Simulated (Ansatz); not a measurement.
Here is the system:

SiSe2:
Space group Ibam (No. 72); a = 5.859 Å, b = 9.484 Å, c = 5.838 Å, α = β = γ = 90.00°

```
atom  site  symmetry       x       y       z
----  ----  --------  ------  ------  ------
Si      4a       222  0.0000  0.0000  0.2500
Se      8j       ..m  0.2773  0.3737  0.0000
```
(The calculation used a cell of 6 atoms; values per cell refer to that cell.)

This is the PBE+D3(BJ)-relaxed structure.

Problem. All from DFT-PBE+D3(BJ) in the program Ansatz with PAW potentials, unless another level is named. Give the formation energy from the elements (no fitted shifts).

Solution. -386 meV/atom.

Problem. Next, the HSE06 gap on the PBE+D3(BJ) cell?

Solution. 2.40 eV.

Problem. And the gap with spin–orbit coupling?

Solution. 1.49 eV.

Problem. What about the weight of the valence-edge state by species (Voronoi cells)?

Solution. Se 96 %, Si 4 %.

The cell was relaxed with PBE+D3(BJ) under the symmetry of its start; of distortions, only those at the zone centre were tested. The references are the lowest solids computed at this level, not always the standard phases. Spin–orbit coupling is left out wherever it is not named.

Potentials: the later of the program's two PAW sets.
